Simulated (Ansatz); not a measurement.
GaN (zinc blende, F-43m), LDA (plane waves, PAW; program Ansatz), all energies at zero smearing, with the estimated change up to a 700 eV cutoff added, with one set of potentials and settings (totals compare only within such a set). Cell of 2 atoms (1 Ga, 1 N): -4082.093 eV.

```tsv
element	reference phase	E (eV/atom)
Ga	Cmce, 4 atoms in the cell	-3706.9858
N	P4_2/mnm, 4 atoms in the cell	-373.6525
```

Formation energy per atom, worked out: (-4082.093 − 1×(-3706.9858) − 1×(-373.6525))/2 = -0.727 eV/atom (-70 kJ per mol of atoms), at 0 K, without zero-point energy or fitted corrections.

The LDA relaxation kept the symmetry of its start; phonons on a q-mesh show no instability. The references are the lowest solids computed at this level, not always the standard phases (solids in place of the gases).

Potentials: the earlier of the program's two PAW sets.
